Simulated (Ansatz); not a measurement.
Crystals of one structure type (rock salt), relaxed and computed with plane-wave PAW HSE06 (Ansatz code).

```json
[
 {"crystal": "LiH", "a (Å)": "3.986", "gap (eV)": "3.96", "B₀ by P(V) fit (GPa)": "37.6"},
 {"crystal": "LiF", "a (Å)": "4.011", "gap (eV)": "11.52", "B₀ by P(V) fit (GPa)": "73.5"},
 {"crystal": "LiCl", "a (Å)": "5.114", "gap (eV)": "7.78", "B₀ by P(V) fit (GPa)": "33.5"},
 {"crystal": "LiBr", "a (Å)": "5.474", "gap (eV)": "6.22", "B₀ by P(V) fit (GPa)": "27.0"}
]
```

All cells were relaxed under the symmetry of their starts (and spin orders); stability against distortions was not tested throughout. Scalar-relativistic: spin–orbit coupling is off unless named, which matters more the heavier the elements.

Potentials: the later of the program's two PAW sets.
